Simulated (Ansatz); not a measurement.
LuPd: all-electron results

```xyz
2
Lattice="3.4150 0.0000 0.0000 0.0000 3.4150 0.0000 0.0000 0.0000 3.4150" Properties=species:S:1:pos:R:3 pbc="T T T"
Lu    0.0000    0.0000    0.0000
Pd    1.7075    1.7075    1.7075
```

Atoms are numbered in the order listed.

The cell is COD entry 1538201, as deposited and not checked against the literature; nothing was relaxed.

Spin polarisation is left out, and whether a magnetic state lies lower isn't shown here.

No spin–orbit coupling, which matters for the heavy atoms here.

Methods: DFT, PBEsol, all-electron LAPW, scalar-relativistic (Ansatz 0.2.0); DFT, PBEsol, PAW with Ansatz's default frozen-core files, scalar-relativistic (Ansatz 0.2.0).

For LAPW: a Γ-centred 10×10×10 k mesh, Fermi–Dirac smearing of 0.05 eV, basis error target 0.5 meV/atom, no spin polarisation. PAW takes a cutoff of 420 eV at this cell (files made with PBE, cores remade for this functional). The Ansatz runs share mesh, smearing and spin set-up. Values come from LAPW unless marked.

- Pressure at this cell: -2.20 GPa
- Volume per atom: 19.91 Å³

Problem. Give the computed value. Löwdin charges (with 0.33 e of the cell spilling out of the atomic basis, so their sizes and signs hang on that basis).

Solution. Lu1 -0.43, Pd2 0.77 e.

Problem. Density of states at the Fermi level (0.2 eV bin): what does the calculation give?

Solution. 1.30 states/eV per cell.

Problem. Give the computed value. Bader charges (from the PAW run).

Solution. Lu1 +1.47, Pd2 -1.47 e.

Problem. Give the computed value. Band gap.

Solution. none: with an odd electron count and no spin polarisation the bands can't all be full, a metal in this set-up (spin order or a larger cell could open a gap).
